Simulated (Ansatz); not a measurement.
Trial structure of Be6Tl, not yet relaxed:

```cif
data_structure
_symmetry_space_group_name_H-M 'P 1'
_symmetry_Int_Tables_number 1
_cell_length_a 4.1474
_cell_length_b 4.1474
_cell_length_c 4.1474
_cell_angle_alpha 90.000
_cell_angle_beta 90.000
_cell_angle_gamma 90.000
_cell_volume 71.34
loop_
_atom_site_label
_atom_site_type_symbol
_atom_site_fract_x
_atom_site_fract_y
_atom_site_fract_z
_atom_site_occupancy
Be1 Be 0.20700 0.50000 0.50000 1
Be2 Be 0.50000 0.20700 0.50000 1
Be3 Be 0.79300 0.50000 0.50000 1
Be4 Be 0.50000 0.79300 0.50000 1
Be5 Be 0.50000 0.50000 0.20700 1
Be6 Be 0.50000 0.50000 0.79300 1
Tl1 Tl 0.00000 0.00000 0.00000 1
```

Method: DFT PBE, scalar-relativistic, plane waves, PAW in Ansatz 0.2.0. Cutoff 420 eV; k points 4×4×4 on the computed 7-atom cell (Γ-centred); Gaussian smearing, width 0.10 eV; no spin polarisation.

Formation energies are uncorrected and refer to the elements' standard structures at the same level.

Question: What does a single point on this coarse mesh give?

Answer: The pressure is 59.3 GPa (it wants to expand), the largest force is 4.33 eV/Å, and the energy is +2.24 eV/atom against the elements. The shortest distance is 1.72 Å.

Question: How much does it gain on relaxing, and where does it end?

Answer: Relaxing gains about 1.1 eV/atom (the start's value is from the coarse mesh, so the gain is rough) in 15 ionic steps and ends at +1.18 eV/atom on the finer mesh. The symmetry stays Pm-3m (No. 221). The volume per atom grows by 84.0 %, from 10.2 to 18.7 Å³. The shortest distance goes from 1.72 Å (Be–Be) to 2.03 Å (Be–Be). Conventional cell: a = 5.082 Å. Be is surrounded by 1 Be at 2.03 Å, 4 Be at 2.16 Å, 1 Be at 3.05 Å and 4 Tl at 3.73 Å; Tl has 24 Be at 3.73 Å (long against the sum of covalent radii).

The last run used an 8×8×8 mesh for its 7-atom cell and Gaussian smearing of 0.10 eV. Spin–orbit coupling, which can matter for Tl, is left out. Tl stands nearly free of neighbours here, and without spin polarisation the energy of such atoms comes out too high. The relaxation can't lower the symmetry of the start. A structure relaxed within its symmetry needn't be a true minimum. Another cell of Be6Tl relaxed alike, in Cm, lies 0.83 eV/atom lower, so this cell isn't the stable form at this level.
